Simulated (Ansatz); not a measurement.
**NaMgF$_{3}$: do energies and stresses tell the same story?**

The calculation used DFT r2SCAN, scalar-relativistic, plane waves, PAW (Ansatz 0.2.0).

Cutoff 500 eV; k points 6×6×6 on the computed 5-atom cell (Γ-centred); Gaussian smearing, width 0.02 eV; no spin polarisation.

Relaxed cell: Pm-3m, a = 3.887 Å, b = 3.887 Å, c = 3.887 Å, α = 90.00°, β = 90.00°, γ = 90.00°, 5 atoms in the primitive cell.

Energies at zero smearing and pressures from the stress tensor, at volumes with shape and atoms relaxed:
```tsv
V (Å³/atom)	E − E(first) (meV/atom)	P (GPa)
10.339	0.00	13.34
10.692	-24.62	9.15
11.044	-40.74	5.59
11.397	-49.64	2.57
11.749	-52.38	0.00
12.102	-49.90	-2.20
12.454	-42.95	-4.07
12.924	-27.88	-6.14
```

Task: Check P = −dE/dV between neighbouring volumes, and get the bulk modulus from the pressures alone.

Result: With 1 eV/Å³ = 160.2 GPa:
```
middle V (Å³/atom)  −ΔE/ΔV (GPa) mean P (GPa)
            10.516        11.193        11.247
            10.868         7.326         7.373
            11.221         4.047         4.082
            11.573         1.244         1.283
            11.926        -1.128        -1.101
            12.278        -3.157        -3.134
            12.689        -5.140        -5.106
```

The two differ by 0.05 GPa at most. The mean of two end pressures misses the average over a step by about ΔV² P″/12, up to 0.06 GPa here; with that taken off 0.01 GPa remains. Around V = 11.749 Å³/atom, the two neighbours give B = −V ΔP/ΔV = 11.749 × 4.77 / 0.705 = 79.5 GPa, against B0 = 79.1 GPa from the Birch–Murnaghan fit of the energies.

Symmetry holds off the tilts and polar distortions that many cubic perovskites undergo.

Cost: 9 runs of about 1.4 core-minutes in all, on Arm Neoverse V1 (shared hosts).